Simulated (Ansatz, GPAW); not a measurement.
# GaGe3: the functional in 2 programs

The structure is cubic, space group Fm-3m (No. 225). Conventional cell: a = 6.774 Å, b = 6.774 Å, c = 6.774 Å, α = 90.00°, β = 90.00°, γ = 90.00°. Ge (site symmetry m-3m) is surrounded by 8 Ge at 2.93 Å. Around Ge (site symmetry -43m) lie 4 Ge at 2.93 Å and 4 Ga at 2.93 Å. Ga (site symmetry m-3m) is surrounded by 8 Ge at 2.93 Å.

The cell comes from a database or a generator and needn't be the stable form of this composition.

Kept alike: task band structure; k mesh 7 × 7 × 7; occupations fermi-dirac, width 0.05 eV; no spin polarisation. The mesh is that of the run's cell of 4 atoms. No spin-orbit coupling.

- A: GPAW; the program's PAW data sets (release 1.2.1) made for this functional (LDA); GPAW PAW data sets (gpaw-data 1.2.1) (PBE); PAW data sets generated for this functional (PBEsol), cutoff 600 eV
- B: Ansatz, all-electron LAPW, scalar-relativistic

| functional | A: pressure (GPa) | B: pressure (GPa) |
| --- | --- | --- |
| LDA | -5.69 | -5.47 |
| PBE | -0.77 | -0.48 |
| PBEsol | -4.15 | -3.89 |

Pressure is positive in compression; plane-wave values hold the error of the finite cutoff. For a metal such a mesh leaves the last digits unconverged.

Q: How large is the effect of the functional, and do the programs agree on it?

A: From LDA to PBE the pressure moves by +4.92 in A, +4.99 in B (GPa). Row by row the programs differ by 0.22 to 0.29, and over this span the shifts, as printed, agree within about 1 %. Shifts from LDA: PBE +4.92, +4.99; PBEsol +1.54, +1.58; the programs' shifts differ by up to 0.07.
